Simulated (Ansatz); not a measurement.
## BBi in 6 structures

6 cells of BBi were relaxed with r2SCAN in Ansatz 0.2.0. Computed values alone, no measurements; non-magnetic cells, some hypothetical.

- CsCl type: it is cubic, Pm-3m (No. 221); a = 3.370 Å in the conventional setting, 19.14 Å³ an atom. Around B lie 8 Bi at 2.92 Å; around Bi lie 8 B at 2.92 Å.
- h-MgO type: space group P6_3/mmc (No. 194), hexagonal; conventional cell a = 4.161 Å, c = 5.589 Å, 20.95 Å³ an atom. B is surrounded by 3 Bi at 2.40 Å; Bi is surrounded by 3 B at 2.40 Å.
- NiAs type: space group P6_3/mmc (No. 194), hexagonal; a = 3.774 Å, c = 6.063 Å in the conventional setting, 18.70 Å³ an atom. Around B lie 6 Bi at 2.65 Å; around Bi lie 6 B at 2.65 Å.
- rocksalt: the symmetry is Fm-3m (No. 225, cubic); conventional cell a = 5.254 Å, 18.13 Å³ an atom. Around B lie 6 Bi at 2.63 Å; around Bi lie 6 B at 2.63 Å.
- wurtzite: it is hexagonal, P6_3mc (No. 186); conventional cell a = 3.866 Å, c = 6.375 Å, 20.63 Å³ an atom. Around B lie 4 Bi at 2.37–2.39 Å; around Bi lie 4 B at 2.37–2.39 Å.
- zincblende: space group F-43m (No. 216), cubic; a = 5.490 Å in the conventional setting, 20.68 Å³ an atom. Around B lie 4 Bi at 2.38 Å; around Bi lie 4 B at 2.38 Å.

Energies are counted from the lowest cell, each relaxed with the functional named (k spacing about 0.3 1/Å); gaps are on the r2SCAN cells (d direct, i indirect).
```csv
structure,space group,volume (Å³/atom),"E, r2SCAN (meV/atom)","E, PBE (meV/atom)","gap, PBE (eV)","gap, r2SCAN (eV)"
CsCl type,Pm-3m,19.14,959,803,none (overlap 4.41),none (overlap 4.65)
h-MgO type,P6_3/mmc,20.95,461,382,none (overlap 2.11),none (overlap 2.28)
NiAs type,P6_3/mmc,18.70,553,460,none (overlap 4.57),none (overlap 4.82)
rocksalt,Fm-3m,18.13,475,402,none (overlap 4.13),none (overlap 4.41)
wurtzite,P6_3mc,20.63,7,6,0.09 d (Γ),0.20 d (Γ)
zincblende,F-43m,20.68,0,0,0.29 d (Γ),0.39 d (Γ)
```

Among these cells the lowest with r2SCAN is zincblende, 7 meV an atom below the next, wurtzite. Other structures, not computed here, could lie lower. PBE agrees on the lowest cell.

Against zincblende (r2SCAN gap 0.39 eV): wurtzite -0.19 eV at -0.3 % volume.

Spin-orbit coupling is left out; in compounds of Pb, Bi, Tl or Hg it can lower a gap by up to about 1 eV, split its edges or invert the bands.

Where bands overlap the cell is a metal at that level, and these k meshes limit energies, forces and stress.
